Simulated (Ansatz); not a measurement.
CaO2:
```cif
data_Ca2O4
_chemical_formula_sum 'Ca2 O4'
_space_group_name_H-M_alt 'I4/mmm'
_space_group_IT_number 139
_space_group_name_Hall '-I 4 2'
_cell_length_a 3.24655
_cell_length_b 3.24655
_cell_length_c 6.75865
_cell_angle_alpha 90.000
_cell_angle_beta 90.000
_cell_angle_gamma 90.000
loop_
_atom_site_label
_atom_site_type_symbol
_atom_site_symmetry_multiplicity
_atom_site_Wyckoff_symbol
_atom_site_fract_x
_atom_site_fract_y
_atom_site_fract_z
_atom_site_occupancy
Ca1 Ca 2 b 0.00000 0.00000 0.50000 1
O1 O 4 e 0.00000 0.00000 0.11016 1
```
(The calculation used a cell of 3 atoms; values per cell refer to that cell.)

Relaxed with PBEsol. Plane-wave PAW PBEsol (Ansatz code) gives a gap of 2.98 eV.

Task: What gap does HSE06 give on the same cell (Ansatz, PAW)?

Result: 5.05 eV, 2.08 eV more. The hybrid was solved on a coarser mesh and at special points; the gap given is the minimum over both.

| k | v1 PBEsol | c1 PBEsol | v1 HSE06 | c1 HSE06 |
|---|---|---|---|---|
| Γ | -1.12 | 3.57 | [?] | [?] |
| M | -0.03 | 2.99 | -0.02 | 5.05 |
| X | -0.80 | 4.25 | -0.80 | 6.84 |
| P | -1.67 | 3.50 | [?] | [?] |
| N | -0.20 | 3.25 | -0.22 | 5.57 |
| S0 | -0.06 | 3.99 | [?] | [?] |
| R | -0.70 | 4.15 | [?] | [?] |

Task: Top valence (v1) and lowest conduction level (c1) in eV from each method's valence maximum (which need not be a listed point): supply the withheld HSE06 values.

Result: 
- P, v1 HSE06: -1.69
- P, c1 HSE06: 5.89
- R, v1 HSE06: -0.70
- R, c1 HSE06: 6.71
- Γ, v1 HSE06: -1.14
- Γ, c1 HSE06: 5.69
- S0, v1 HSE06: -0.07
- S0, c1 HSE06: 6.46

Cost on shared cores: the PBEsol run (SCF on a 12×12×12 mesh, then bands and DOS) very roughly 30 core-seconds, the HSE06 run (SCF on 9×9×9, then a few points) roughly 6 core-minutes; the tasks are unlike.

The first step of the workflow began from a Materials Project structure, measured or hypothetical; the Crystallography Open Database copy checked does not list it. Its standing as an ambient phase is unchecked. The PBEsol relaxation kept the symmetry of its start. At this level the phase is dynamically unstable (imaginary phonons).

Potentials: the later of the program's two PAW sets.
